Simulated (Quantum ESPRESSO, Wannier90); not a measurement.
# MgZnO2 (R-3m), plane waves to Wannier functions

Materials Project entry mp-1221939; symmetrised, unrelaxed at this level. Not found in the COD (Crystallography Open Database) copy used; not checked further. Method: PBEsol plane waves in Quantum ESPRESSO 7.5 (PseudoDojo norm-conserving files, 68 Ry, no spin polarisation, no spin-orbit coupling), Bloch states on a 8×8×8 mesh through Γ, Wannier90 4.0.1. Density: 12×12×12 mesh, cold smearing 0.01 Ry.

```
begin unit_cell_cart
ang
   -1.5218150217    2.6358609373    0.0000000000
   -3.0436300434    0.0000000000    0.0000000000
   -1.5218150217    0.8786203124    4.9464700000
end unit_cell_cart
mp_grid = 8 8 8
```

Q: Which shells of neighbouring k-points and which b-vectors and weights does Wannier90 pick for this cell and mesh?

A: 
```
 *---------------------------------- K-MESH ----------------------------------*
 +----------------------------------------------------------------------------+
 |                    Distance to Nearest-Neighbour Shells                    |
 |                    ------------------------------------                    |
 |          Shell             Distance (Ang^-1)          Multiplicity         |
 |          -----             -----------------          ------------         |
 |             1                   0.158780                      2            |
 |             2                   0.302631                      6            |
 |             3                   0.316210                      6            |
 |             4                   0.317559                      2            |
 |             5                   0.365518                      6            |
 |             6                   0.398515                      6            |
 |             7                   0.475440                      6            |
 |             8                   0.476339                      2            |
       ... (lines left out)
 +----------------------------------------------------------------------------+
 | The b-vectors are chosen automatically                                     |
 | The following shells are used:                       1,  2                 |
 +----------------------------------------------------------------------------+
 |                        Shell   # Nearest-Neighbours                        |
 |                        -----   --------------------                        |
 |                          1               2                                 |
 |                          2               6                                 |
 +----------------------------------------------------------------------------+
 | Completeness relation is fully satisfied [Eq. (B1), PRB 56, 12847 (1997)]  |
 +----------------------------------------------------------------------------+
 |                  b_k Vectors (Ang^-1) and Weights (Ang^2)                  |
 |                  ----------------------------------------                  |
 |            No.         b_k(x)      b_k(y)      b_k(z)        w_b           |
 |            ---        --------------------------------     --------        |
 |             1         0.000000    0.000000    0.158780    18.581185        |
 |             2         0.000000    0.000000   -0.158780    18.581185        |
 |             3        -0.258047   -0.148983   -0.052927     3.754430        |
 |             4         0.000000    0.297966   -0.052927     3.754430        |
 |             5        -0.258047    0.148983    0.052927     3.754430        |
 |             6         0.258047    0.148983    0.052927     3.754430        |
 |             7         0.000000   -0.297966    0.052927     3.754430        |
 |             8         0.258047   -0.148983   -0.052927     3.754430        |
```
